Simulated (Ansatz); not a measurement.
B6P:
```
CELL_PARAMETERS angstrom
      2.98983     1.72618     3.94324
     -2.98983     1.72618     3.94324
      0.00000    -3.45236     3.94324
ATOMIC_POSITIONS crystal
  B  0.18390 0.71751 0.18390
  B  0.81610 0.28249 0.81610
  B  0.18390 0.18390 0.71751
  B  0.81610 0.81610 0.28249
  B  0.71751 0.18390 0.18390
  B  0.28249 0.81610 0.81610
  B  0.01277 0.32656 0.01277
  B  0.98723 0.67344 0.98723
  B  0.01277 0.01277 0.32656
  B  0.98723 0.98723 0.67344
  B  0.32656 0.01277 0.01277
  B  0.67344 0.98723 0.98723
  P  0.40515 0.40515 0.40515
  P  0.59485 0.59485 0.59485
```

Relaxed with r²SCAN.

### Question
Map the valence electron density (e/Å³), cut off at 0.7 on the plane through (0.718, 0.184, 0.184) spanned by u = [1, 0, 0] and v = [-1, 1, 1] in lattice vectors, from r²SCAN (plane waves, PAW; program Ansatz).

### Answer
x is the fraction of u, y of v (the angle between them is 101°; rows are the nearest grid lines); atoms in the plane: B at (0.00, 0.00), B at (0.20, 0.63), B at (0.44, 0.83), B at (0.76, 0.80), P at (0.91, 0.22), P at (0.29, 0.41).
```
|:*@@@@@@%#*=-:.    ..-+%%+:|
|@@@%%%%%%%#*+-::...:-=#@@@@|
|@%#*++*#%%%%*+=-----=*%@@@@|
|+-::::-+#@@%#@@@%%%%%@@@@#+|
|:....:-+%@#-=@@@@@@#=#@@*=:|
|:...:-+%@@@%@@@@@@@**@@%+-:|
|-::-=+#@@@@%####%@%%@@@#+=-|
|***#%@@@@%*=-:::--=*#%%%##*|
|@@@@%=+@%*-:.   ..:-=*%@@@@|
|%@@@##@@%+-..     .:-=+##%%|
|*#%@@@@@@*=:.      .:-=++**|
|:-=*@@@@@@*=:.       ...:::|
|..-+@@@@@##*=:.           .|
|.:=*@%-  :*%*-:           .|
|:-+%@#:  -%@*-:         ..:|
|*#@@@@%**%%*=:.     .::-=+*|
|@@@@@%#*+=-:.     .-=*###@@|
|%@@#+-:...       .-+%@*:.-%|
|*@%+-:.          .-*@%-  :*|
|@@*-:.           .-+#*+=*@@|
|@@*=:.....        .:=#@@@@@|
|@@%*+===--:..      .:=*@@@@|
|@@@@%#**+=-:..     .:-+%@@@|
|:*@@@@@@%#*=-:.    ..-+%%+:|
```
Scale: ten equal steps from 0.036 (start of ' ') to 0.700 (end of '@'), in the order ' .:-=+*#%@'; x runs from 0.000 to 1.00, y from 0.000 (bottom) to 1.00 (top).

The density is the valence pseudo-density with augmentation charge, so density and ELF within about 1 Å of a nucleus are not all-electron values.

Space group R-3m. The first step of the workflow began from a Materials Project structure, measured or hypothetical; the Crystallography Open Database copy checked does not list it. Its standing as an ambient phase is unchecked. Symmetry was held in the r²SCAN relaxation; its stability against distortions is not shown here.

Potentials: the later of the program's two PAW sets.
